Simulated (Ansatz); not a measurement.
The start is a relaxed W cell, doubled along one cell vector, shaken by Gaussian noise of σ = 0.08 Å a coordinate. Cell shape, volume and atoms are optimised at zero target pressure with PBE (plane waves to 420 eV, PAW, scalar-relativistic; Ansatz, a first-principles code). The first steps use a coarse 14×7×7 k-mesh.

Initial structure:
```
W
1.0
    1.31201    -2.60697     0.00000
    2.62403     5.21394     0.00000
    0.00000     0.00000     4.82275
W
4
Direct
  0.78451   0.05294   0.26212
  0.89742   0.57214   0.28213
  0.20047   0.42346   0.70740
  0.20545   0.93573   0.72575
```

| Property | Result |
|---|---|
| Largest initial force | 4.25 eV/Å, on W2 (atoms numbered as listed) |
| Volume change | -2.2 %, from 16.50 to 16.13 Å³/atom |
| Relative to the parent | It does not go back: it reaches Im-3m (No. 229), bcc (W type), 0.45 eV/atom below the parent |
| Shortest distances (start → end) | The closest pairs of elements (up to four, under 3.6 Å), start → end: W–W 2.44 → 2.76 Å |
| Band gap at the end | zero (metallic) |
| Optimiser moves | 10 |

Final values are on a 20×20×20 k-mesh of the relaxed cell. No spin polarisation in the result.

Of the parent cell (Cmcm (No. 63)): it is a generated cell of W: the first start was made by placing the elements on the sites of a structure type, and the end was not matched to a known phase here, so it may be hypothetical. Known forms of W include space group No. 229.
